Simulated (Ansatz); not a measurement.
CaS:
```yaml
crystal:
  lattice:
    - [0.00000, 2.85601, 2.85601]
    - [2.85601, 0.00000, 2.85601]
    - [2.85601, 2.85601, 0.00000]
  atoms:
    - { symbol: Ca, position: [0.00000, 0.00000, 0.00000] }
    - { symbol: S, position: [0.50000, 0.50000, 0.50000] }
```

Relaxed with PBE. Special points in fractions of this cell's reciprocal vectors: Γ (0.000, 0.000, 0.000); X (0.500, 0.000, 0.500); U (0.625, 0.250, 0.625); K (0.375, 0.375, 0.750); L (0.500, 0.500, 0.500); W (0.500, 0.250, 0.750).

**Question.** List the band energies nearest the valence-band maximum at these points for PBE (plane waves, PAW; program Ansatz).

**Answer.** In eV from the valence-band maximum; about four levels below and three above (degenerate sets whole), none deeper than 8.9 eV; points with the same levels are listed once.

```
k              below                above
-  -----------------  -------------------
Γ     0.00 0.00 0.00  4.10 4.16 4.16 4.16
X  -2.26 -0.80 -0.80       2.38 5.58 5.97
U  -2.02 -1.85 -1.01       3.68 6.27 6.38
L  -3.06 -1.13 -1.13  5.20 6.03 6.17 6.17
W  -1.76 -1.76 -1.53       4.81 4.81 5.96
```

Space group Fm-3m (rock salt). The PBE relaxation kept the symmetry of its start.

Potentials: the later of the program's two PAW sets.
